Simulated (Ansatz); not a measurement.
An Ansatz (an electronic-structure program) run. Input:

Ansatz 0.2 input:
```yaml
crystal:
  lattice:
    - [3.7762236709, 0.0, 0.0]
    - [0.0, 3.7762236709, 0.0]
    - [0.0, 0.0, 3.7762236709]
  atoms:
    - { symbol: W, position: [0.0, 0.0, 0.0] }
    - { symbol: O, position: [0.0, 0.0, 0.5] }
    - { symbol: O, position: [0.5, 0.0, 0.0] }
    - { symbol: O, position: [0.0, 0.5, 0.0] }
kpoints:
  mp_grid: { grid: [7, 7, 7] }
hamiltonian:
  xc: lda
  pseudopotentials: { kind: paw }
scf:
  occupations: { method: fixed }
phonons:
  method: dfpt
  response_accuracy: low
  eigenvectors: true
  rigid_motions: translations
  dielectric: true
  raman: true
```

Output (shortened):

```
Pseudopotential: W, paw, valence charge 14
Pseudopotential: O, paw, valence charge 6
Functional definition: SPW92
Crystal: 4 atoms, lattice volume = 53.848 Å³
Basis set: ecut = 420 eV, 1021 PW (Γ), exchange–correlation on 54×54×54 points (8 copies of the dense FFT grid, shifted against one another)
Bands: 20, of which v1, the nominal top of the filled ones, is band 16 counted from 1 (15 counted from 0)
Symmetry: 48 space group operations
k-points: 100 of 343 (irreducible under 2 space group operations, time reversal used)
SCF iter   1: F=—  HF=-11796.697699 eV  |F-HF|=—  |Δ(HF+E_count)|=         —  Δρ=1.94e-2  dr2=1.96e-1  ethr=1.77e-3  ⟨swp⟩=4.8  Hψ=8711  notcnv=0  defer=177
preconditioner: auto → Resta (q_TF=auto, 2.502 Å⁻¹)
SCF iter   2: F=—  HF=-11796.661061 eV  |F-HF|=—  |Δ(HF+E_count)|=   3.66e-2  Δρ=7.48e-3  dr2=2.25e-2  ethr=6.12e-4  ⟨swp⟩=2.5  Hψ=3991  notcnv=0  defer=158
SCF iter   3: F=—  HF=-11796.656412 eV  |F-HF|=—  |Δ(HF+E_count)|=   4.65e-3  Δρ=2.24e-3  dr2=1.75e-3  ethr=7.02e-5  ⟨swp⟩=2.0  Hψ=3119  notcnv=0  defer=184
SCF iter   4: F=—  HF=-11796.656047 eV  |F-HF|=—  |Δ(HF+E_count)|=   3.65e-4  Δρ=2.97e-4  dr2=7.63e-5  ethr=5.48e-6  ⟨swp⟩=2.4  Hψ=3262  notcnv=0  defer=184
SCF iter   5: F=—  HF=-11796.656080 eV  |F-HF|=—  |Δ(HF+E_count)|=   3.24e-5  Δρ=9.88e-5  dr2=1.16e-5  ethr=2.38e-7  ⟨swp⟩=2.4  Hψ=3143  notcnv=0  defer=27
SCF iter   6: F=—  HF=-11796.656089 eV  |F-HF|=—  |Δ(HF+E_count)|=   8.90e-6  Δρ=4.36e-5  dr2=1.58e-6  ethr=3.62e-8  ⟨swp⟩=2.3  Hψ=2862  notcnv=0  defer=4
SCF iter   7: F=—  HF=-11796.656089 eV  |F-HF|=—  |Δ(HF+E_count)|=   3.23e-7  Δρ=5.40e-6  dr2=1.57e-8  ethr=4.92e-9  ⟨swp⟩=2.0  Hψ=2630  notcnv=0
SCF iter   8: F=—  HF=-11796.656089 eV  |F-HF|=—  |Δ(HF+E_count)|=   5.77e-8  Δρ=1.41e-6  dr2=1.49e-9  ethr=4.92e-11  ⟨swp⟩=2.0  Hψ=2861  notcnv=0
SCF iter   9: F=-11796.656089 eV  HF=-11796.656089 eV  |F-HF|=0.00e0  |Δ(HF+E_count)|=  7.44e-10  Δρ=1.24e-7  dr2=6.00e-12  ethr=1.00e-12  ⟨swp⟩=7.2  Hψ=12912  notcnv=0
SCF 1 converged in 9 iterations: F = -11796.656089 eV  dr2 = 6.00e-12
NSCF: frozen V_eff on 56 k-points
DFPT response loops at Γ: preconditioner auto → none (the input reference at scf.mixing.eps_inf says where Resta's filter doesn't serve); β = 0.50 …
── the response to a field inside a basis, on 10×10×10 k-points: an SCF that follows is theirs, and a resumed run solves both again ──
Crystal: 4 atoms, lattice volume = 53.848 Å³
Bands: 17, of which v1, the nominal top of the filled ones, is band 16 counted from 1 (15 counted from 0)
k-points: 35
SCF iter   1: F=—  HF=-11796.660823 eV  |F-HF|=—  |Δ(HF+E_count)|=         —  Δρ=6.04e-4  dr2=5.19e-5  ethr=1.00e-1
preconditioner: auto → Resta (q_TF=auto, 2.502 Å⁻¹)
SCF iter   2: F=—  HF=-11796.660805 eV  |F-HF|=—  |Δ(HF+E_count)|=   1.74e-5  Δρ=2.98e-4  dr2=1.11e-5  ethr=1.62e-7
SCF iter   3: F=—  HF=-11796.660802 eV  |F-HF|=—  |Δ(HF+E_count)|=   3.78e-6  Δρ=2.38e-5  dr2=1.73e-7  ethr=3.46e-8
SCF iter   4: F=—  HF=-11796.660802 eV  |F-HF|=—  |Δ(HF+E_count)|=   3.77e-8  Δρ=1.63e-5  dr2=1.22e-7  ethr=5.42e-10
SCF iter   5: F=—  HF=-11796.660802 eV  |F-HF|=—  |Δ(HF+E_count)|=   2.38e-8  Δρ=2.56e-6  dr2=2.79e-9  ethr=3.83e-10
SCF iter   6: F=—  HF=-11796.660802 eV  |F-HF|=—  |Δ(HF+E_count)|=   2.18e-9  Δρ=4.63e-7  dr2=1.22e-10  ethr=8.73e-12
SCF iter   7: F=-11796.660802 eV  HF=-11796.660802 eV  |F-HF|=2.55e-11  |Δ(HF+E_count)|=  1.16e-10  Δρ=1.20e-7  dr2=1.30e-11  ethr=1.00e-12
SCF 1 converged in 7 iterations: F = -11796.660802 eV  dr2 = 1.30e-11
DFPT response loops at Γ: mixed as the last ones told, above
DFPT response loops at Γ: mixed as the last ones told, above
WARN: field response: ε∞ stands inside a basis, on 10×10×10 points …
SCF converged after 9 iterations
Free energy (F): -11796.656089 eV
Harris-Foulkes:  -11796.656089 eV  (|F-HF|=0.00e0)
Internal energy: -11796.656089 eV  (E = F + TS)
E sigma→0 (E₀):  -11796.656089 eV
Fermi energy:    5.961637 eV
--- Per-component energies (eV) ---
  E_band       = -351.044390
  E_kinetic    = 969.064628
  E_local      = -2706.657303  (includes V_loc(G=0)·N_el)
  E_nonlocal   = 152.681502
  E_hartree    = 993.573091
  E_xc         = -479.143803
  E_vxc        = -514.079684  (∫ρ·V_xc dr)
  E_paw        = -8750.138366  (= ΣΔE_a)
  E_vpaw       = -239.207431  (= ΣTr[D̂ρ^β])
  E_aug_tail   = 0.007691  (compensation charges beyond the density's cutoff)
  E_ewald      = -1976.617446
  E_core_change = 0.573917  (= ΣΔE_core)
  E_smearing   =  0.000000  (= −TS)
  E_closure    =  0.000000  (closes the sum)
  Σ components = -11796.656089   (vs F -11796.656089, Δ=0.00e0)
  [band-id]    e_kinetic+e_local+e_nonlocal+2·e_hartree+e_vxc+e_vpaw+e_augmentation_tail = -351.044415   (vs E_band -351.044390, Δ=-2.54e-5)
--- Band table (eV; the first three rows and the last of 100) ---
  k-point 0: bands = ["-68.6001", "-32.8552", "-32.8552", "-32.8552", "-12.2604", "-11.4155", "-11.4155", "2.8979", "2.8979", "2.8979", "4.8061", "4.8061", "4.8061", "4.9738", "4.9738", "4.9738", "6.5846", "6.5846", "6.5846", "11.9526"]
  k-point 1: bands = ["-68.6000", "-32.8704", "-32.8544", "-32.8544", "-12.1599", "-11.4108", "-11.2544", "2.2307", "2.8482", "2.8482", "4.1958", "4.1958", "4.3536", "4.7421", "4.9253", "4.9253", "6.5957", "7.5526", "7.5526", "11.9551"]
  k-point 2: bands = ["-68.5999", "-32.9040", "-32.8526", "-32.8526", "-12.0185", "-11.4002", "-10.7345", "0.4885", "2.6347", "2.6347", "3.5609", "3.5609", "3.7525", "4.6032", "4.9306", "4.9306", "6.6209", "9.0354", "9.0354", "11.9606"]
  k-point 99: bands = ["-68.5996", "-32.9254", "-32.9254", "-32.8621", "-11.3934", "-10.1291", "-10.0984", "-1.0711", "-0.7019", "0.4461", "1.7784", "1.8132", "2.7632", "4.7172", "4.7176", "5.9328", "10.2567", "10.2938", "11.4394", "14.6453"]
--- Phonons (Γ-DFPT): 3 representative perturbations + reference, on 100 of 343 k-points (Σ response iterations 9) ---
  ASR residual: 6.286e-5 → 0.000e0 eV/Å²; symmetrization residual: 3.150e-5 eV/Å²
  ASR residual per site (eV/Å²): 2.69e-5 6.29e-5 6.29e-5 6.29e-5
  Γ frequencies (cm⁻¹): -274.95 -274.95 -274.95 0.00 0.00 0.00 211.17 211.17 211.17 592.11 592.11 592.11
  ε∞ (high-frequency dielectric tensor):
        9.234891     0.000000     0.000000
        0.000000     9.234891     0.000000
        0.000000     0.000000     9.234891
  ε⁰ (static dielectric tensor): not given — an optical mode at Γ is not stable, and the ionic part, a sum over the modes at Γ, is formed only where all of …
  softest optical mode at Γ: -274.95 cm⁻¹; the repairs (sum rule, projections) moved no ω² at Γ by more than (2.74 cm⁻¹)²
  Born effective charges Z* (e; rows j = field, columns β = displacement):
    site 0:
        13.23291    0.00000    0.00000
         0.00000   13.23291    0.00000
         0.00000    0.00000   13.23291
    site 1:
        -1.78805    0.00000    0.00000
         0.00000   -1.78805    0.00000
         0.00000    0.00000   -9.65682
    site 2:
        -9.65682    0.00000    0.00000
         0.00000   -1.78805    0.00000
         0.00000    0.00000   -1.78805
    site 3:
        -1.78805    0.00000    0.00000
         0.00000   -9.65682    0.00000
         0.00000    0.00000   -1.78805
  Z* charge neutrality: 2.781e-4 e pre-enforcement
  solved inside a basis spanned on kpoints, on 10×10×10 k-points transformed towards the longest dipole …
  Raman tensors (in the event stream and the table raman_tensors.tsv) …
  optical modes at Γ without the LO–TO term, one row a degenerate level:
      ω (cm⁻¹)  modes    IR ((D/Å)²/amu)  static Raman (Å⁴/amu)  depolarisation
       -274.95      3           327.3156                 0.0000               —
        211.17      3             0.0000                 0.0000               —
        592.11      3           169.6930                 0.0000               —
  optical modes at Γ + LO–TO along q̂ = [1.0000, 0.0000, 0.0000]:
      ω (cm⁻¹)  modes    IR ((D/Å)²/amu)  static Raman (Å⁴/amu)  depolarisation
       -274.95      2           218.2104                 0.0000               —
        211.17      3             0.0000                 0.0000               —
        375.76      1            15.0529                 0.0000               —
        592.11      2           113.1287                 0.0000               —
        918.89      1           150.6166                 0.0000               —
  optical modes at Γ + LO–TO along q̂ = [0.0000, 1.0000, 0.0000]:
      ω (cm⁻¹)  modes    IR ((D/Å)²/amu)  static Raman (Å⁴/amu)  depolarisation
       -274.95      2           218.2104                 0.0000               —
        211.17      3             0.0000                 0.0000               —
        375.76      1            15.0529                 0.0000               —
        592.11      2           113.1287                 0.0000               —
        918.89      1           150.6166                 0.0000               —
  optical modes at Γ + LO–TO along q̂ = [0.0000, 0.0000, 1.0000]:
      ω (cm⁻¹)  modes    IR ((D/Å)²/amu)  static Raman (Å⁴/amu)  depolarisation
       -274.95      2           218.2104                 0.0000               —
        211.17      3             0.0000                 0.0000               —
        375.76      1            15.0529                 0.0000               —
        592.11      2           113.1287                 0.0000               —
        918.89      1           150.6166                 0.0000               —
```

Cost: roughly 3 core-minutes on shared cores.

Space group Pm-3m (ReO3 type). The workflow started from a Materials Project entry (that database holds measured and hypothetical structures alike); the Crystallography Open Database copy checked does not list it. COD files the formula under space group No. 2, 14, 62, 129, 130, 191, so this cell is another polymorph or a model. Whether it is the stable phase at ambient conditions was not checked. Symmetry was held in the LDA relaxation. At this level the phase is dynamically unstable (imaginary phonons). The run is not spin-polarised. No Hubbard U is applied. Scalar-relativistic: spin–orbit coupling is off unless named, which matters more the heavier the elements.

Potentials: the later of the program's two PAW sets.

Ansatz is a plane-wave DFT program.
